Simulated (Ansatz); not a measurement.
NbAs (CsCl type, Pm-3m) under volume change, PBE (plane waves, PAW; program Ansatz), scaled uniformly.

```csv
V (Å³/atom),E − E(relaxed) (meV/atom),P (GPa)
15.152,82.6,19.20
15.651,34.7,11.74
16.151,8.2,5.40
16.651,0.0,0.01
17.150,7.3,-4.57
17.650,27.8,-8.47
18.149,59.5,-11.77
```

Question: What does a third-order Birch–Murnaghan fit give for V₀, B₀ and B′?

Answer: V₀ = 16.65 Å³/atom, B₀ = 165 GPa, B′ = 4.4.

A made-up cell: these elements were put on the sites of a structure type; neither database checked (COD, Materials Project) lists it. COD files the formula under space group No. 109, so this cell is another polymorph or a model. Whether it is the stable phase at ambient conditions was not checked. The PBE relaxation kept the symmetry of its start; its stability against distortions is not shown here. The run is not spin-polarised.

Potentials: the earlier of the program's two PAW sets.
